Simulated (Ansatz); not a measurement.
Method: DFT PBE, scalar-relativistic, plane waves, PAW in Ansatz. All cells share a 420 eV cutoff and Γ-centred k meshes spaced at most about 0.3 Å⁻¹ (about 0.25 or finer for metals, 2π included). No spin polarisation in the final relaxations.

All energies are static (0 K, no zero-point motion).

Two forms of GaRe2Sb3 were relaxed alike.

A.

Space group P6/mmm (No. 191). a = 5.000 Å, b = 5.000 Å, c = 5.726 Å, α = 90.00°, β = 90.00°, γ = 120.00°
| atom | site | symmetry | x | y | z |
| --- | --- | --- | --- | --- | --- |
| Ga | 1a | 6/mmm | 0.0000 | 0.0000 | 0.0000 |
| Re | 2d | -6m2 | 0.3333 | 0.6667 | 0.5000 |
| Sb | 2c | -6m2 | 0.3333 | 0.6667 | 0.0000 |
| Sb | 1b | 6/mmm | 0.0000 | 0.0000 | 0.5000 |

B.

Space group P-3m1 (No. 164). a = 4.558 Å, b = 4.558 Å, c = 7.380 Å, α = 90.00°, β = 90.00°, γ = 120.00°
| atom | site | symmetry | x | y | z |
| --- | --- | --- | --- | --- | --- |
| Ga | 1b | -3m. | 0.0000 | 0.0000 | 0.5000 |
| Re | 2d | 3m. | 0.6667 | 0.3333 | 0.0954 |
| Sb | 1a | -3m. | 0.0000 | 0.0000 | 0.0000 |
| Sb | 2d | 3m. | 0.6667 | 0.3333 | 0.7245 |

Problem. Which form is favoured at zero pressure, and by what margin per atom?

Solution. B is lower, by 239 meV/atom. A has space group P6/mmm (No. 191), 20.7 Å³/atom and no gap on its mesh; B has space group P-3m1 (No. 164), 22.1 Å³/atom and no gap. Counting Sb atoms around Ga and Re (those within 1.25 times the shortest such distance or 1.15 times the sum of covalent radii; a plus sign parts nearer from farther groups; the shortest distance is added where it is long for a bond), A has Ga 8, Re 5 and B has Ga 6+2 from 3.1 Å, Re 7. A holds Sb–Sb nets (shortest 2.89 Å); in B the shortest Sb–Sb distance is 3.33 Å, near bonding range too. The lower one is the more open, so pressure narrows the difference. Even the lower one lies +0.51 eV/atom against the reference forms of the elements (uncorrected), so neither is stable at this level. In A, around Ga lie 8 Sb at 2.86–2.89 Å; around Re lie 5 Sb at 2.86–2.89 Å and 3 Re at 2.89 Å; Sb on a site of symmetry -6m2 is surrounded by 2 Re at 2.86 Å, 3 Ga at 2.89 Å and 3 Sb at 2.89 Å; 1 more site not described. In B, Ga is surrounded by 6 Sb at 3.11 Å and 2 Sb at 3.69 Å; Re has 4 Sb at 2.72–2.74 Å, 3 Sb at 2.95 Å and 3 Re at 2.98 Å; Sb on a site of symmetry -3m is surrounded by 6 Re at 2.72 Å and 6 Sb at 3.33 Å; 1 more site not described. Both come from invented guesses. A third cell relaxed alike, in P-4m2, lies 92 meV/atom below the lower of the two.

These runs have no spin–orbit coupling, which can matter for Re and Sb. Cells relaxed within their symmetry can be saddle points.
